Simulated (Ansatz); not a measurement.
The elements of this relaxed trial crystal are hidden behind letters.

```
lattice vectors (Å)
  -3.5165    3.5165    3.5165
   3.5165   -3.5165    3.5165
   3.5165    3.5165   -3.5165
fractional positions
X 0.0000 0.0000 0.0000
Z 0.5000 0.5000 0.5000
Z 0.5000 0.0000 0.0000
Z 0.0000 0.0000 0.5000
Z 0.0000 0.5000 0.0000
```

Method: Ansatz 0.2.0, DFT PBE, scalar-relativistic, plane waves, PAW. The final run on the 5-atom cell used 420 eV, a Γ-centred 8×8×8 mesh, 0.10 eV smearing and no spin polarisation.

```
Space group                              : Im-3m (No. 229)
Conventional cell                        : a = 7.033 Å
Volume per atom                          : 34.79 Å³
Density                                  : 5.97 g/cm³
Energy over the elements                 : +0.25 eV/atom
Gap on the 8×8×8 mesh of the 5-atom cell : 0 eV (a metal)
```

Energies are uncorrected and count from the elements' standard states at the same level.

**Question.** X is a p-block element of period 5 and Z is a p-block element of period 5. Which elements are they?

**Answer.** X = In, Z = Te, so the formula is InTe4. Density times volume gives a mean mass of 5.97 × 34.79/1.6605 = 125.1 u per atom, and this set has 125.0 u. In is surrounded by 8 Te at 3.05 Å; Te has 2 In at 3.05 Å and 6 Te at 3.52 Å. Other sets within the hints have nearly the same mass, so mass alone doesn't settle it; this one was computed.

Spin–orbit coupling, which can matter for Te, is left out. An odd number of electrons in the primitive cell allows no gap without spin; a larger cell or a magnetic state could open one. The cell is a metal run without spin; a magnetic state may lie lower. Symmetry constrained the relaxation, so the result can be a saddle point. Another cell of InTe4 relaxed alike, in P4/mmm, lies 181 meV/atom lower, so this cell isn't the stable form at this level.
